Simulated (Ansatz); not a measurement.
**Sn: stiffness from a series of strains**

```
CELL_PARAMETERS angstrom
0.00000 3.24560 3.24560
3.24560 0.00000 3.24560
3.24560 3.24560 0.00000
ATOMIC_POSITIONS crystal
Sn 0.50000 0.50000 0.50000
Sn 0.75000 0.75000 0.75000
```

Atom numbers follow the list: Sn1, Sn2.

The conventional cell has a = 6.491 Å, b = 6.491 Å, c = 6.491 Å, α = 90.00°, β = 90.00°, γ = 90.00°. Sn (atom 1) is surrounded by 4 Sn at 2.81 Å.

The cell is COD entry 9008568, as deposited and not checked against the literature; nothing was relaxed.

No spin–orbit coupling, which matters for the heavy atoms here.

Method: Ansatz 0.2.0, DFT, PBEsol, all-electron LAPW, scalar-relativistic.

The runs use a Γ-centred 11×11×11 k mesh, Fermi–Dirac smearing of 0.05 eV, basis error target 1 meV/atom, no spin polarisation.

The strain is applied along the Cartesian axes of the cell as listed (γ is the engineering shear, twice εxy = εyz = εzx). Fractional coordinates are held (clamped ions).

σ is the change of stress from the unstrained cell, which is at 0.99 GPa; tension is positive, so slopes are stress–strain coefficients at that pressure. In a metal the k mesh adds noise.

Only quantities that a quadratic follows smoothly over the whole series are listed; rougher ones are left out.

```csv
γ,σxy (GPa)
-0.0200,-1.09
-0.0100,-0.53
0.0000,0.00
0.0200,0.98
```

Fit the series and read off the stiffness at zero strain.

Least-squares fits y = p0 + p1 x + p2 x² to the rows give σxy (GPa): p1 = 51.7, p2 = -140. So C44 (clamped ions) = 52 GPa.

One run, at γ = 0.0100, is withheld. Predict its row.

The fits give 0.50; the run gave 0.50.
